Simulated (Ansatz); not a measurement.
Sr3Ti2O7:
```
Sr3Ti2O7
1.0
   -1.95109     1.95109    10.17188
    1.95109    -1.95109    10.17188
    1.95109     1.95109   -10.17188
Sr Ti O
3 2 7
Direct
  0.31569   0.31569   0.00000
  0.68431   0.68431   0.00000
  0.50000   0.50000   0.00000
  0.09755   0.09755   0.00000
  0.90245   0.90245   0.00000
  0.40387   0.90387   0.50000
  0.59613   0.09613   0.50000
  0.90387   0.40387   0.50000
  0.09613   0.59613   0.50000
  0.80645   0.80645   0.00000
  0.19355   0.19355   0.00000
  0.00000   0.00000   0.00000
```

Relaxed with r²SCAN. Special points in fractions of this cell's reciprocal vectors: Γ (0.000, 0.000, 0.000); X (0.000, 0.000, 0.500); P (0.250, 0.250, 0.250); N (0.000, 0.500, 0.000); M (0.500, 0.500, -0.500); S (0.259, 0.741, -0.259); S0 (-0.259, 0.259, 0.259); R (-0.018, 0.018, 0.500); G (0.500, 0.500, -0.018).

Task: List the band energies nearest the valence-band maximum at these points for plane-wave PAW r²SCAN (Ansatz code).

Result: In eV from the valence-band maximum; about four levels below and three above (degenerate sets whole), none deeper than 8.9 eV; points with the same levels are listed once.

```tsv
k	below	above
Γ	-0.65 -0.65 -0.30 -0.30 -0.28	2.35 2.42 2.88 2.88
X	-0.27 -0.19 -0.15 0.00	4.39 4.49 4.62
P	-0.19 -0.15 -0.10 -0.10	4.42 4.42 4.71 4.71
N	-0.81 -0.69 -0.62 -0.11	3.12 3.87 4.22 4.23
M	-0.67 -0.67 -0.33 -0.33	2.35 2.41 3.07 3.07
S	-0.81 -0.69 -0.62 -0.12	3.12 3.87 4.22 4.22
R	-0.27 -0.19 -0.15 -0.01	4.38 4.48 4.61
```

Space group I4/mmm. The workflow started from a Materials Project entry (that database holds measured and hypothetical structures alike); the Crystallography Open Database files this formula in space group No. 139, but the cells were not matched. Its standing as an ambient phase is unchecked. The r²SCAN relaxation kept the symmetry of its start; whether a distortion lowers the energy is not shown. The run is not spin-polarised. Scalar-relativistic: spin–orbit coupling is off unless named, which matters more the heavier the elements.

Potentials: the later of the program's two PAW sets.
